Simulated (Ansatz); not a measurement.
Method: DFT PBE, scalar-relativistic, plane waves, PAW in Ansatz. Settings: cutoff 420 eV, Γ-centred meshes spaced at most about 0.3 Å⁻¹, and about 0.25 Å⁻¹ or finer for metals (2π included), Gaussian smearing. No spin polarisation in the final relaxations.

These are static total energies at zero pressure. All come from trial cells, and lower structures may exist.

Question: Order these relaxed structures of CdH6 by energy, lowest first, with the energy over the lowest of them.
1.

```
CELL_PARAMETERS angstrom
3.85706 0.00000 0.00000
0.00000 3.85706 0.00000
0.00000 0.00000 6.47337
ATOMIC_POSITIONS crystal
Cd 0.50000 0.50000 0.00000
H 0.00000 0.50000 0.44219
H 0.50000 0.00000 0.44219
H 0.00000 0.50000 0.55781
H 0.50000 0.00000 0.55781
H 0.50000 0.00000 0.00000
H 0.00000 0.50000 0.00000
```

2.

```
CELL_PARAMETERS angstrom
5.83840 0.00000 0.00000
0.09946 5.87013 0.00000
0.27517 0.32483 5.94999
ATOMIC_POSITIONS crystal
Cd 0.00600 0.96916 0.05391
H 0.45489 0.54579 0.90982
H 0.53159 0.46622 0.84516
H 0.01334 0.42087 0.59467
H 0.98420 0.50773 0.50271
H 0.46045 0.03156 0.59293
H 0.54953 0.05866 0.50081
```

Answer: 2 (0 meV/atom), 1 (100 meV/atom). Forms: 2 P1; 1 P4/mmm. Counting H atoms around Cd (those within 1.25 times the shortest such distance or 1.15 times the sum of covalent radii, 1.27 where that leaves under three; a plus sign parts nearer from farther groups; the shortest distance is added where it exceeds 1.18 times the sum of covalent radii): cell 2 has Cd 5+18 from 3.7 Å; cell 1 has Cd 4. Cell 2 and cell 1 both hold H–H pairs as short as in free H₂ molecules. Even the lowest lies +0.09 eV/atom against the elements.

No dispersion correction is applied, so the spacing and binding between layers, chains or molecules are poorly described (P1, P4/mmm), and this can change margins and order among such cells. Cd atoms have no neighbour within bonding distance in P1, so such a cell has in effect fallen apart. With hydrogen, zero-point motion can shift such differences by 10 meV/atom or more. Cells relaxed within their symmetry can be saddle points. Some candidate types were left out of the draw beforehand, so a known form may be missing.
